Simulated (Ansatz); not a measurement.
All numbers below come from DFT PBE, scalar-relativistic, plane waves, PAW in Ansatz. Cutoff 420 eV, Γ-centred meshes of about 0.25 Å⁻¹ or finer for metals and 0.3 Å⁻¹ for insulators (2π included), Gaussian smearing. No spin polarisation.

Relaxed structures of Zr₃GeTe₄, with energies over the first row. Coordination counts Ge or Te atoms around Zr (for each partner element, those within 1.25 times its shortest distance or 1.15 times the sum of covalent radii, where it is the nearest in units of that sum or under 1.3; a slash parts the counts of unlike sites).

```
#   form                                    sites  V (Å³/atom)  coordination  ΔE (meV/atom)
1  P-3m1              Zr 1b, 2c; Ge 1a; Te 2d, 2d         25.0          Zr 6              0
2   Pmm2  Zr 1b, 1d, 1c; Ge 1a; Te 1a, 1b, 1d, 1c         25.9        Zr 5/7             42
```

A further structure, relaxed alike:

```
CELL_PARAMETERS angstrom
1.95680 1.12976 18.14059
-1.95680 1.12976 18.14059
0.00000 -2.25952 18.14059
ATOMIC_POSITIONS crystal
Zr 0.19561 0.19561 0.19561
Zr 0.80439 0.80439 0.80439
Zr 0.00000 0.00000 0.00000
Ge 0.50000 0.50000 0.50000
Te 0.10394 0.10394 0.10394
Te 0.89606 0.89606 0.89606
Te 0.29969 0.29969 0.29969
Te 0.70031 0.70031 0.70031
```

Task: Where does it fall in the ranking, and at what energy?

Result: It is the lowest, 246 meV/atom below row 1, with space group R-3m (No. 166) and 30.1 Å³/atom. Counting Ge or Te atoms around Zr, this cell and row 1 both have Zr 6. Zr on a site of symmetry 3m is surrounded by 3 Ge at 2.75 Å and 3 Te at 2.91 Å; Zr on a site of symmetry -3m is surrounded by 6 Te at 2.91 Å; Ge has 6 Zr at 2.75 Å; around Te on its first site lie 3 Zr at 2.91 Å; 1 more site not described.

No dispersion correction is applied, so the spacing and binding between layers, chains or molecules are poorly described (R-3m, Pmm2), and this can change margins and order among such cells. These runs have no spin–orbit coupling, which can matter for Te. Trial moments fell under 0.15 μB along the way in P-3m1 and Pmm2; another start might hold them. Cells relaxed within their symmetry can be saddle points. Some candidate types were left out of the draw beforehand, so a known form may be missing.
